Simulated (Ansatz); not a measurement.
Ti$_{3}$In in space group P6_3/mmc (No. 194; Ti on 6h, In on 2d), PBE in the plane-wave PAW code Ansatz, all energies at zero smearing, with the estimated change up to a 700 eV cutoff added, with one set of potentials and settings (totals compare only within such a set). Cell of 8 atoms (6 Ti, 2 In): -26194.936 eV.

| element | reference phase | E (eV/atom) |
|---|---|---|
| Ti | P6/mmm, 3 atoms in the cell | -2499.6763 |
| In | I4/mmm, 1 atoms in the cell | -5597.9156 |

Formation energy per atom, worked out: (-26194.936 − 6×(-2499.6763) − 2×(-5597.9156))/8 = -0.131 eV/atom (-13 kJ per mol of atoms), at 0 K, without zero-point energy or fitted corrections.

The first step of the workflow began from a Materials Project structure, measured or hypothetical; the Crystallography Open Database copy checked does not list it. With Ti and In taken as one species the cell has the higher symmetry P6_3/mmc, so it may be an ordered model of a mixed-site phase. Its standing as an ambient phase is unchecked. The PBE relaxation kept the symmetry of its start; whether a distortion lowers the energy is not shown. The run is not spin-polarised. The references are the lowest solids computed at this level, not always the standard phases.

Potentials: the earlier of the program's two PAW sets.
